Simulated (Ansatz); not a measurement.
Fields on a plane of SrVO3 (cubic perovskite)

```yaml
crystal:
  lattice:
    - [3.85762, 0.00000, 0.00000]
    - [0.00000, 3.85762, 0.00000]
    - [0.00000, 0.00000, 3.85762]
  atoms:
    - { symbol: Sr, position: [0.00000, 0.00000, 0.00000] }
    - { symbol: V, position: [0.50000, 0.50000, 0.50000] }
    - { symbol: O, position: [0.00000, 0.50000, 0.50000] }
    - { symbol: O, position: [0.50000, 0.50000, 0.00000] }
    - { symbol: O, position: [0.50000, 0.00000, 0.50000] }
```

The slice is a {100} plane (indices of the conventional cell) through the point (0.500, 0.000, 0.500) (fractional), spanned by u = [100] and v = [010] in vectors of this cell: u (3.86 Å) and v (3.86 Å, at 90° to u). It covers one period; positions are fractions (u, v).

Atoms on it: V at (0.00, 0.50); O at (0.50, 0.50); O at (0.00, 0.00).

These are PBE (plane waves to 420 eV, PAW, scalar-relativistic; Ansatz, a quantum-chemistry and plane-wave program) values and carry that method's errors. k mesh 12×12×12. Near the nuclei the fields are pseudised (PAW); where an atom keeps semicore shells as valence, they peak there. SrVO3 is run without spin polarisation and with no Hubbard U. SrVO3 was relaxed with its symmetry unable to fall.

```
|xxxxxxx%%@@@@%%%%%%%@@@@%%xxxxxx|
|xxxxxxx@%@@@@%%%%%%%@@@@%@xxxxxx|
|xxxxxx*%@@@@@@%%%%%@@@@@@%*xxxxx|
|xxxxxx#%@@@@@@@@@@@@@@@@@%#xxxxx|
|xxxxx*#%@@@@@@@@@@@@@@@@@%#*xxxx|
|xxx-=+#%%@@@@@@@@@@@@@@@%%#+=-xx|
|   .-=*#%%@@@@@@@@@@@@@%%#*=-.  |
|     :=+#%%@@@%%%%%@@@%%#+=:    |
|      .=+#%%%%@%%%@%%%%#+=.     |
|xxx    .=*###*xxxxx*###*=.    xx|
|xxxxx   :=+*xxxxxxxxx*+=:   xxxx|
|xxxxxx   -=xxxxxxxxxxx=-   xxxxx|
|xxxxxx   .-xxxxxxxxxxx-.   xxxxx|
|xxxxxxx   xxxxxxxxxxxxx   xxxxxx|
|xxxxxxx   xxxxxxxxxxxxx   xxxxxx|
|xxxxxxx   xxxxxxxxxxxxx   xxxxxx|
|xxxxxxx   xxxxxxxxxxxxx   xxxxxx|
|xxxxxxx   xxxxxxxxxxxxx   xxxxxx|
|xxxxxx   .-xxxxxxxxxxx-.   xxxxx|
|xxxxxx   -=xxxxxxxxxxx=-   xxxxx|
|xxxxx   :=+*xxxxxxxxx*+=:   xxxx|
|xxx    .=*###*xxxxx*###*=.    xx|
|      .=+#%%%%@%%%@%%%%#+=.     |
|     :=+#%%@@@%%%%%@@@%%#+=:    |
|   .-=*#%%@@@@@@@@@@@@@%%#*=-.  |
|xxx-=+#%%@@@@@@@@@@@@@@@%%#+=-xx|
|xxxxx*#%@@@@@@@@@@@@@@@@@%#*xxxx|
|xxxxxx#%@@@@@@@@@@@@@@@@@%#xxxxx|
|xxxxxx*%@@@@@@%%%%%@@@@@@%*xxxxx|
|xxxxxxx@%@@@@%%%%%%%@@@@%@xxxxxx|
|xxxxxxx%%@@@@%%%%%%%@@@@%%xxxxxx|
|xxxxxxx%%@@@@%%%%%%%@@@@%%xxxxxx|
```
Scale: ten equal steps from 2.00 (start of ' ') to 10.85 (end of '@'), in the order ' .:-=+*#%@'. Values: electrostatic potential energy of an electron, from the cell's mean, in eV. The map has 32 points along u (one character each, u = 0 at the left) and 32 along v (v = 0 in the bottom row). Points within 0.8 Å of a nucleus are blanked (x), as the pseudised field means little there. Values under 2 eV are set to 2. The zero, the cell's mean, hangs on the PAW cores.

```
|%%%##*+=-::..       ..::-=+*##%%|
|%%%#**+=-::..       ..::-=+**#%%|
|%###*+==-::..       ..::-==+*###|
|###*++=--:.............:--=++*##|
|***++==-::.............::-==++**|
|++++==--:::..:::::::..:::--==+++|
|++===---:::::::::::::::::---===+|
|=====--:::::---------:::::--====|
|++===---:----=======----:---===+|
|**++==-----===+++++===-----==++*|
|###*+==---==++*****++==---==+*##|
|%%%#*+=====++**###**++=====+*#%%|
|@@%%#*+===++*###%###*++===+*#%%@|
|@@@%%#+===+*##%%%%%##*+===+#%%@@|
|@@@@%#*+=++*##%%%%%##*++=+*#%@@@|
|@@@@%#*+=++*#%%%%%%%#*++=+*#%@@@|
|@@@@%#*+=++*##%%%%%##*++=+*#%@@@|
|@@@%%#+===+*##%%%%%##*+===+#%%@@|
|@@%%#*+===++*###%###*++===+*#%%@|
|%%%#*+=====++**###**++=====+*#%%|
|###*+==---==++*****++==---==+*##|
|**++==-----===+++++===-----==++*|
|++===---:----=======----:---===+|
|=====--:::::---------:::::--====|
|++===---:::::::::::::::::---===+|
|++++==--:::..:::::::..:::--==+++|
|***++==-::.............::-==++**|
|###*++=--:.............:--=++*##|
|%###*+==-::..       ..::-==+*###|
|%%%#**+=-::..       ..::-=+**#%%|
|%%%##*+=-::..       ..::-=+*##%%|
|%%%%#*+=-::..       ..::-=+*#%%%|
```
Scale: ten equal steps from -1.47 (start of ' ') to 1.22 (end of '@'), in the order ' .:-=+*#%@'. Values: log₁₀ of the valence density in e/Å³. The map has 32 points along u (one character each, u = 0 at the left) and 32 along v (v = 0 in the bottom row). The scale is logarithmic, as a density can span decades between atoms and voids.

- Density on the V–O line (1.93 Å) at its midpoint = 0.72 e/Å³
- ELF at that point = 0.19
